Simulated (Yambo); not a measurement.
Convergence of the G0W0 gap of Na$_{2}$NiO$_{2}$

G0W0@PBEsol for Na2NiO2 (space group Cmc2_1, No. 36) in Yambo. Reference settings: 4×4×1 Γ-centred k mesh, bands 13 to 201 and a 7 Ry block in the screening, 201 bands in G with the Bruneval-Gonze terminator, plasmon pole fitted at 27.2 eV. The PBEsol gap (-0.5, -0.5, 0) → (0.25, -0.5, 0) on this mesh is 0.61 eV; G0W0 gaps are taken between the same points.

```
change from the reference     G0W0 gap (-0.5, -0.5, 0) → (0.25, -0.5, 0) (eV)  shift of the valence edge (eV)
----------------------------  -----------------------------------------------  ------------------------------
reference settings                                                       2.23                           -0.37
3 Ry block                                                               2.84                           -0.74
1 Ry block                                                               5.03                           -2.52
93 bands in G, no terminator                                             2.27                            0.08
```

The reference isn't shown to be the converged limit.

The 3d shell has no Hubbard U; the runs are without spin polarisation, and magnetic order was not tried.

Geometry of the Materials Project entry, not relaxed at this level; primitive cell a = b = 5.305 Å, c = 8.301 Å, α = β = 90.00°, γ = 148.67°.

A shift is the quasiparticle energy of the state minus its PBEsol energy.
